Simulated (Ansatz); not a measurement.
Data:

BAs:
```xyz
2
Lattice="3.1544 0.0000 0.0000 -1.5772 2.7318 0.0000 0.0000 0.0000 2.8785" Properties=species:S:1:pos:R:3 pbc="T T T"
B      0.0000     0.0000     0.0000
As     1.5772     0.9106     1.4393
```

This is the PBEsol-relaxed structure.

Problem. All from DFT-PBEsol in the program Ansatz with PAW potentials, unless another level is named. Estimate the bulk modulus (Birch–Murnaghan fit).

Solution. 125 GPa.

Problem. Give the highest zone-centre frequency.

Solution. 317 cm^-1.

Space group P-6m2. The cell is a constructed one: a structure type filled with these elements; neither database checked (COD, Materials Project) lists it. It is not the phase usual at ambient conditions (space group No. 216). The PBEsol relaxation kept the symmetry of its start. At this level the phase is dynamically unstable (imaginary phonons). As this level gives no gap, phonon frequencies hold no LO–TO term and depend on the k-mesh and smearing (Fermi–Dirac, 0.1 eV here).

Potentials: the later of the program's two PAW sets.
